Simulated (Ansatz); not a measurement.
GaN:
Space group I4mm (No. 107); a = b = 2.855 Å, c = 4.937 Å, α = β = γ = 90.00°

| atom | site | symmetry | x | y | z |
|---|---|---|---|---|---|
| Ga | 2a | 4mm | 0.0000 | 0.0000 | 0.7561 |
| N | 2a | 4mm | 0.0000 | 0.0000 | 0.3589 |
(The calculation used a cell of 2 atoms; values per cell refer to that cell.)

Relaxed with PBEsol. DFT-PBEsol in the program Ansatz with PAW potentials gives a gap of 0.16 eV.

Q: What gap does HSE06 give on the same cell (Ansatz, PAW)?

A: 1.44 eV, 1.28 eV more. The hybrid was solved on a coarser mesh and at special points; its gap is the smallest among all of these.

```
k   v1 PBEsol  c1 PBEsol  v1 HSE06  c1 HSE06
--  ---------  ---------  --------  --------
Γ       -0.61       1.36         ?         ?
M       -2.35       2.10         ?         ?
X       -2.70       0.16     -2.87      1.44
P       -3.50       2.29         ?         ?
N       -0.11       3.75     -0.12      5.04
S0      -0.99       5.70         ?         ?
R       -3.80       3.45     -4.04      4.84
```

Q: Top valence (v1) and lowest conduction level (c1) in eV from each method's valence maximum (which need not be a listed point): supply the withheld HSE06 values.

A: 
- Γ, v1 HSE06: -0.64
- Γ, c1 HSE06: 2.58
- P, v1 HSE06: -3.55
- P, c1 HSE06: 3.57
- M, v1 HSE06: -2.50
- M, c1 HSE06: 3.44
- S0, v1 HSE06: -1.06
- S0, c1 HSE06: 7.23

Cost on shared cores: the PBEsol run (SCF on a 13×13×13 mesh, then bands and DOS) about 15 core-seconds (a rough figure), the HSE06 run (SCF on 10×10×10, then a few points) around 110 core-seconds (rough); the tasks are unlike.

The workflow started from a Materials Project entry (that database holds measured and hypothetical structures alike); the Crystallography Open Database copy checked does not list it. It is not the phase usual at ambient conditions (space group No. 186, 216). The PBEsol relaxation kept the symmetry of its start; whether a distortion lowers the energy is not shown. Scalar-relativistic: spin–orbit coupling is off unless named, which matters more the heavier the elements.

Potentials: the earlier of the program's two PAW sets.
